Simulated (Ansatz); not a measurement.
Ag3SI:
```cif
data_Ag3IS
_chemical_formula_sum 'Ag3 S1 I1'
_space_group_name_H-M_alt 'Pm-3m'
_space_group_IT_number 221
_space_group_name_Hall '-P 4 2 3'
_cell_length_a 4.86876
_cell_length_b 4.86876
_cell_length_c 4.86876
_cell_angle_alpha 90.000
_cell_angle_beta 90.000
_cell_angle_gamma 90.000
loop_
_atom_site_label
_atom_site_type_symbol
_atom_site_symmetry_multiplicity
_atom_site_Wyckoff_symbol
_atom_site_fract_x
_atom_site_fract_y
_atom_site_fract_z
_atom_site_occupancy
Ag1 Ag 3 c 0.00000 0.50000 0.50000 1
S1 S 1 b 0.50000 0.50000 0.50000 1
I1 I 1 a 0.00000 0.00000 0.00000 1
```

Relaxed with PBEsol.

**Question.** Tabulate the valence density and the electron localisation function along the shortest Ag–S contact (2.43 Å), PBEsol in the plane-wave PAW code Ansatz.

**Answer.** 

```tsv
distance from Ag (Å)	density (e/Å³)	ELF
0.24	17.11	0.79
0.37	13.15	0.72
0.49	9.04	0.63
0.61	5.50	0.54
0.73	2.94	0.43
0.85	1.43	0.31
0.97	0.76	0.21
1.10	0.54	0.18
1.22	0.48	0.28
1.34	0.53	0.52
1.46	0.66	0.74
1.58	0.84	0.83
1.70	1.03	0.84
1.83	1.14	0.78
1.95	1.10	0.61
2.07	0.85	0.32
2.19	0.46	0.07
```

The density is the valence pseudo-density with augmentation charge, so density and ELF within about 1 Å of a nucleus are not all-electron values.

The workflow started from an entry of the Crystallography Open Database (COD), which files this formula under 2 space groups. Its standing as an ambient phase is unchecked. The PBEsol relaxation kept the symmetry of its start; its stability against distortions is not shown here. The run is not spin-polarised. Scalar-relativistic: spin–orbit coupling is off unless named, which matters more the heavier the elements.

Potentials: the later of the program's two PAW sets.
